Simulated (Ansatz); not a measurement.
Starting cell, Au (fcc, Cu type):

```yaml
crystal:
  lattice:
    - [4.15726, 0.00000, 0.00000]
    - [0.00000, 4.15726, 0.00000]
    - [0.00000, 0.00000, 4.15726]
  atoms:
    - { symbol: Au, position: [0.00000, 0.00000, 0.00000] }
    - { symbol: Au, position: [0.50000, 0.50000, 0.00000] }
    - { symbol: Au, position: [0.50000, 0.00000, 0.50000] }
    - { symbol: Au, position: [0.00000, 0.50000, 0.50000] }
```

In each cell atom 3 (Au, nearest neighbour Au at 2.940 Å; its periodic images, 4.2 Å or more away, move with it) moves by s·(0.000, 0.000, 1.000) (along Cartesian z), the rest being held.

Method: PBE (plane waves to 420 eV, PAW, scalar-relativistic; Ansatz, a first-principles code). k mesh 9×9×9 (Γ-centred), Fermi-Dirac smearing 0.05 eV. The energy includes the smearing's −TS. With partly filled bands, energies and forces of such displacements shift with the k mesh and the smearing. Au was relaxed with its symmetry unable to fall. Spin-orbit coupling is left out, though Au is heavy. The PAW data are Ansatz's earlier set. The zero of ΔE is the undisplaced structure. The last digit holds for this mesh only.

| s (Å) | ΔE (meV/cell) |
|---|---|
| -0.290 | 238.6 |
| -0.232 | 149.6 |
| -0.174 | 82.8 |
| -0.116 | 36.3 |
| -0.058 | 9.0 |
| 0.000 | 0.0 |
| 0.058 | 9.0 |
| 0.116 | 36.3 |
| 0.174 | 82.8 |
| 0.232 | 149.6 |
| 0.290 | 238.6 |

Question: What force constant k = d²E/ds² at s = 0 does the table give?

Answer: 5.3 eV/Å². It is the second difference of the nearest points, corrected with the next pair.

Question: With k = 5.35 eV/Å² from the forces, is the well harmonic out to s = 0.290 Å?

Answer: ½ks² = 225 meV/cell against the computed 239 meV/cell, so the well is stiffer than harmonic there.

(For displaced atoms, the force is minus the slope of the energy, and its curvature is a force constant, which sets phonon frequencies.)
